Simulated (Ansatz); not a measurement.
MoP:
```
CELL_PARAMETERS angstrom
      3.24137     0.00000     0.00000
     -1.62068     2.80711     0.00000
      0.00000     0.00000     3.19397
ATOMIC_POSITIONS crystal
  Mo 0.00000 0.00000 0.00000
  P  0.33333 0.66667 0.50000
```

Relaxed with PBE. Special points in fractions of this cell's reciprocal vectors: Γ (0.000, 0.000, 0.000); M (0.500, 0.000, 0.000); K (0.333, 0.333, 0.000); A (0.000, 0.000, 0.500); L (0.500, 0.000, 0.500); H (0.333, 0.333, 0.500).

Question: List the band energies nearest the Fermi level at these points for PBE (plane waves, PAW; program Ansatz).

Answer: In eV from the Fermi level; about four levels below and three above (degenerate sets whole), none deeper than 8.9 eV; points with the same levels are listed once.

```tsv
k	below	above
Γ	-4.09 -3.28 -3.28 -0.66	0.28 0.28 4.08 4.08
M	-3.84 -3.65 -1.29 -0.40	1.68 2.29 4.63
K	-5.18 -3.67 -1.45 -0.08	0.63 0.81 6.72
A	-2.71 -2.71 -1.64 -1.64	1.38 2.90 2.90
L	-6.08 -5.22 -4.39 -1.02	1.39 1.85 3.50
H	-6.78 -5.66 -3.21 -1.27	1.54 3.21 4.13
```

Space group P-6m2. The PBE relaxation kept the symmetry of its start; of distortions, only those at the zone centre were tested. No spin polarisation was allowed. Scalar-relativistic: spin–orbit coupling is off unless named, which matters more the heavier the elements.

Potentials: the later of the program's two PAW sets.
